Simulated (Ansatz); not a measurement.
Ansatz (an electronic-structure program) input:

Ansatz 0.2 input:
```yaml
crystal:
  lattice:
    - [0.0, 2.601546223, 2.601546223]
    - [2.601546223, 0.0, 2.601546223]
    - [2.601546223, 2.601546223, 0.0]
  atoms:
    - { symbol: Mg, position: [0.0, 0.0, 0.0] }
    - { symbol: S, position: [0.5, 0.5, 0.5] }
kpoints:
  mp_grid: { grid: [9, 9, 9] }
hamiltonian:
  xc: r2scan
  pseudopotentials: { kind: paw }
scf:
  occupations: { method: fixed }
elastic: { mode: relaxed_ion, stencil: two_point, amplitude: 0.005, f_tol: 0.0005 }
```

Output (shortened):

```
Pseudopotentials: kind: paw
Pseudopotential: Mg, paw, valence charge 10
Pseudopotential: S, paw, valence charge 6
Functional definition: r2SCAN
Crystal: 2 atoms, lattice volume = 35.215 Å³
Basis set: ecut = 500 eV, 893 PW (Γ), exchange–correlation on 108×108×108 points (64 copies of the dense FFT grid, shifted against one another)
Bands: 12, of which v1, the nominal top of the filled ones, is band 8 counted from 1 (7 counted from 0)
Symmetry: 48 space group operations
Space group: Fm-3m (ITA 225), of the structure as read, at distance tolerance 3.3e-5 Å
k-points: 35 of 729
PAW frozen core: Mg, regenerated for the run's functional
PAW frozen core: S, regenerated for the run's functional
Initial wavefunctions: pseudopotential atomic-orbital guess
Eigensolver: davidson
Functional: x = r2scan, c = r2scan; τ floored in thin density (d = 2e-4 eV/Å³)
all-band conjugate gradients solve this SCF's bands
SCF 1 converged in 9 iterations: F = -2835.576150 eV  dr2 = 1.37e-14
Crystal: 2 atoms, lattice volume = 35.215 Å³
Initial density: handed on by an earlier stage of this run
Initial wavefunctions: those handed on with the density
SCF 2 converged in 2 iterations: F = -2835.576150 eV  dr2 = 8.35e-16
density extrapolation: transplant  |δρ|_rms = 3.623e-2 e/Å³  SAD shift = 7.331e-3 e/Å³
Crystal: 2 atoms, lattice volume = 35.039 Å³
Symmetry: 16 space group operations
k-points: 75 of 729
SCF 3 converged in 9 iterations: F = -2835.575726 eV  dr2 = 6.71e-16
density extrapolation: first-order (α = -2.000)  |δρ|_rms = 3.623e-2 e/Å³  SAD shift = 7.274e-3 e/Å³
Crystal: 2 atoms, lattice volume = 35.391 Å³
SCF 4 converged in 7 iterations: F = -2835.575742 eV  dr2 = 2.89e-14
density extrapolation: transplant  |δρ|_rms = 3.623e-2 e/Å³  SAD shift = 4.128e-3 e/Å³
Crystal: 2 atoms, lattice volume = 35.215 Å³
Symmetry: 8 space group operations
k-points: 125 of 729
SCF 5 converged in 8 iterations: F = -2835.575985 eV  dr2 = 2.62e-15
density extrapolation: first-order (α = -2.000)  |δρ|_rms = 3.623e-2 e/Å³  SAD shift = 4.128e-3 e/Å³
Crystal: 2 atoms, lattice volume = 35.215 Å³
SCF 6 converged in 6 iterations: F = -2835.575985 eV  dr2 = 6.37e-14
SCF converged after 2 iterations
Free energy (F): -2835.576150 eV
Harris-Foulkes:  -2835.576150 eV  (|F-HF|=9.09e-13)
Internal energy: -2835.576150 eV  (E = F + TS)
E sigma→0 (E₀):  -2835.576150 eV
Fermi energy:    6.160306 eV
--- Per-component energies (eV) ---
  E_band       = -349.363529
  E_kinetic    = 184.897840
  E_local      = -1667.107857  (includes V_loc(G=0)·N_el)
  E_nonlocal   = 123.582042
  E_hartree    = 593.935308
  E_xc         = -120.723828
  E_vxc        = -136.253310  (∫ρ·V_xc dr)
  E_paw        = -906.242024  (= ΣΔE_a)
  E_vpaw       = -49.338280  (= ΣTr[D̂ρ^β])
  E_aug_tail   = -0.000001  (compensation charges beyond the density's cutoff)
  E_vtau       = 6.985421  (kinetic-family band-sum trace: ∫τ·v_τ [+ j·A + Jᵃ·Aᵃ] dr)
  E_ewald      = -1043.781655
  E_core_change = -0.135975  (= ΣΔE_core)
  E_smearing   =  0.000000  (= −TS)
  E_closure    = 0.000000  (closes the sum)
  Σ components = -2835.576150   (vs F -2835.576150, Δ=0.00e0)
--- Forces (eV/Å), atoms counted from 1 ---
  atom   1  Mg     0.00000000     0.00000000     0.00000000
  atom   2  S      0.00000000     0.00000000     0.00000000
  max |Σ_I F_I| component: 0.0 eV/Å
--- Stress (GPa, compression-positive) ---
       -0.000276       0.000000       0.000000
        0.000000      -0.000276       0.000000
        0.000000       0.000000      -0.000276
  P = ⅓ Tr σ = -0.0003 GPa (-0.003 kbar)
  The stress holds the Pulay correction. Without it, at fixed plane waves, as pw.x and ABINIT print it: P = -0.0296 GPa
  The stress includes an estimate of the error left by incomplete SCF convergence (largest component 0.0000 GPa).
--- Band table (eV; the first three rows and the last of 35) ---
  k-point 0: bands = ["-71.3901", "-36.4888", "-36.4888", "-36.4888", "-7.0260", "6.1603", "6.1603", "6.1603", "10.8018", "14.6426", "14.6426", "14.6426"]
  k-point 1: bands = ["-71.3901", "-36.4895", "-36.4889", "-36.4889", "-6.9020", "5.3303", "6.0750", "6.0750", "11.4413", "14.4010", "14.8688", "14.8688"]
  k-point 2: bands = ["-71.3900", "-36.4915", "-36.4891", "-36.4891", "-6.5585", "3.7599", "5.8762", "5.8762", "11.9119", "14.7219", "14.7219", "14.9262"]
  k-point 34: bands = ["-71.3897", "-36.4933", "-36.4925", "-36.4911", "-5.2977", "2.5743", "3.1399", "4.0495", "12.0082", "14.1540", "14.5595", "16.0091"]
  band table: 12 of 12 bands, residual norms ≤ 1.0e-3 eV
--- Elastic constants: 2 strain directions × 2 members + reference (group order 48) ---
  dense FFT box of the reference and of every strained cell: 27×27×27
  strains applied: 11, 23; error gains: componentwise 1.00 (the most a stress slope's error grows in a printed constant), spectral 1.73 (1 for all six strains …
  C = ∂σ_k/∂η_j (tension-positive GPa; Voigt order 11 22 33 23 13 12):
       151.322     44.060     44.060      0.000      0.000      0.000
        44.060    151.322     44.060      0.000      0.000      0.000
        44.060     44.060    151.322      0.000      0.000      0.000
         0.000      0.000      0.000     60.269      0.000      0.000
         0.000      0.000      0.000      0.000     60.269      0.000
         0.000      0.000      0.000      0.000      0.000     60.269
  reference stress σ⁰ (GPa):      0.000      0.000      0.000      0.000      0.000      0.000
  moduli (Voigt/Reuss/Hill, GPa): K = 79.81/79.81/79.81   G = 57.61/57.43/57.52   E = 139.14   ν = 0.209
  mechanically stable: yes (min eigenvalue of sym C = 60.27 GPa)
  strain η (Voigt 11):  stress-route row diagonal C_11 = 151.32 GPa, energy-path curvature d²(F+E_count+ΔE)/dδ²/Ω₀ = 151.29 GPa
         δ    σ_11 (GPa)             F (eV)   n_scf  n_hpsi   n_pw
    -5.000e-3      -0.7791       -2835.5757264       9   18173    906   relax 0 steps, max|allowed force component| 0.0 eV/Å
     5.000e-3       0.7341       -2835.5757418       7   16992    914   relax 0 steps, max|allowed force component| 0.0 eV/Å
  strain η (Voigt 23):  stress-route row diagonal C_44 = 60.27 GPa, energy-path curvature d²(F+E_count+ΔE)/dδ²/Ω₀ = 60.27 GPa
         δ    σ_23 (GPa)             F (eV)   n_scf  n_hpsi   n_pw
    -5.000e-3      -0.3013       -2835.5759853       8   29332    913   relax 0 steps, max|allowed force component| 0.0 eV/Å
     5.000e-3       0.3013       -2835.5759853       6   24388    913   relax 0 steps, max|allowed force component| 0.0 eV/Å
```

Cost: roughly 25 core-seconds on shared cores.

The cell was relaxed with r²SCAN under the symmetry of its start.

Potentials: the later of the program's two PAW sets.

Ansatz is a plane-wave DFT program.
